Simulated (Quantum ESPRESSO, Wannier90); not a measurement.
**Wannier functions of SrCl2 (fluorite)**

Cell from Materials Project (mp-23209), symmetrised, no further relaxation. COD (Crystallography Open Database) has an entry of this formula and space group (matched by these alone). Method: PBEsol plane waves in Quantum ESPRESSO 7.5 (PseudoDojo norm-conserving files, 55 Ry, no spin polarisation, no spin-orbit coupling), Bloch states on a 8×8×8 mesh through Γ, Wannier90 4.0.1. Density: 8×8×8 mesh, cold smearing 0.01 Ry.

```
begin unit_cell_cart
ang
    0.0000000000    3.4997450000    3.4997450000
    3.4997450000    0.0000000000    3.4997450000
    3.4997450000    3.4997450000    0.0000000000
end unit_cell_cart
mp_grid = 8 8 8
```

Question: Which shells of neighbouring k-points and which b-vectors and weights does Wannier90 pick for this cell and mesh?

Answer: 
```
 *---------------------------------- K-MESH ----------------------------------*
 +----------------------------------------------------------------------------+
 |                    Distance to Nearest-Neighbour Shells                    |
 |                    ------------------------------------                    |
 |          Shell             Distance (Ang^-1)          Multiplicity         |
 |          -----             -----------------          ------------         |
 |             1                   0.194350                      8            |
 |             2                   0.224416                      6            |
 |             3                   0.317372                     12            |
 |             4                   0.372152                     24            |
 |             5                   0.388700                      8            |
 |             6                   0.448832                      6            |
 |             7                   0.489103                     24            |
 |             8                   0.501809                     24            |
       ... (lines left out)
 +----------------------------------------------------------------------------+
 | The b-vectors are chosen automatically                                     |
 | The following shells are used:                       1                     |
 +----------------------------------------------------------------------------+
 |                        Shell   # Nearest-Neighbours                        |
 |                        -----   --------------------                        |
 |                          1               8                                 |
 +----------------------------------------------------------------------------+
 | Completeness relation is fully satisfied [Eq. (B1), PRB 56, 12847 (1997)]  |
 +----------------------------------------------------------------------------+
 |                  b_k Vectors (Ang^-1) and Weights (Ang^2)                  |
 |                  ----------------------------------------                  |
 |            No.         b_k(x)      b_k(y)      b_k(z)        w_b           |
 |            ---        --------------------------------     --------        |
 |             1         0.112208    0.112208   -0.112208     9.928029        |
 |             2         0.112208   -0.112208    0.112208     9.928029        |
 |             3        -0.112208    0.112208    0.112208     9.928029        |
 |             4         0.112208    0.112208    0.112208     9.928029        |
 |             5        -0.112208   -0.112208    0.112208     9.928029        |
 |             6        -0.112208    0.112208   -0.112208     9.928029        |
 |             7         0.112208   -0.112208   -0.112208     9.928029        |
 |             8        -0.112208   -0.112208   -0.112208     9.928029        |
```
